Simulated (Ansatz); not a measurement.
# Structure relaxation, SiNi

The start is a generated trial cell of SiNi in the AFLOW prototype AB_oI4_44_a_b (as in GaAs). A full variable-cell relaxation at zero pressure is run with r2SCAN (plane waves to 500 eV, PAW, scalar-relativistic; Ansatz, a first-principles code). The first steps use a coarse 11×11×11 k-mesh.

Input geometry:
```
CELL_PARAMETERS angstrom
     -2.24083     2.30165     1.23269
      2.24083    -2.30165     1.23269
      2.24083     2.30165    -1.23269
ATOMIC_POSITIONS crystal
  Si 0.00000 0.00000 0.00000
  Ni 0.57500 0.07500 0.50000
```
Spin-polarised start, with parallel moments on Ni.

Q: What pressure does the first self-consistent step give?

A: -3 GPa (negative: the cell is under tension).

Q: How much energy is released per atom?

A: 0.27 eV/atom.

Q: How do the shortest distances between atoms change?

A: The closest pairs of elements (up to four, under 3.6 Å), start → end: Ni–Si 2.31 → 2.31 Å; Si–Si 2.47 → 2.48 Å; Ni–Ni 2.47 → 2.48 Å.

Q: What band gap does the relaxed structure have at this level?

A: Zero (metallic).

Final values are on a 19×19×19 k-mesh of the relaxed cell. No spin polarisation in the result: the starting moments vanished. A magnetic state may lie lower.

The run could not lose the symmetry of its start, so the end can be a saddle point.

The relaxed structure here is a generated cell of SiNi: the first start was made by placing the elements on the sites of a structure type, and the end was not matched to a known phase here, so it may be hypothetical. Known forms of SiNi include space group No. 62.
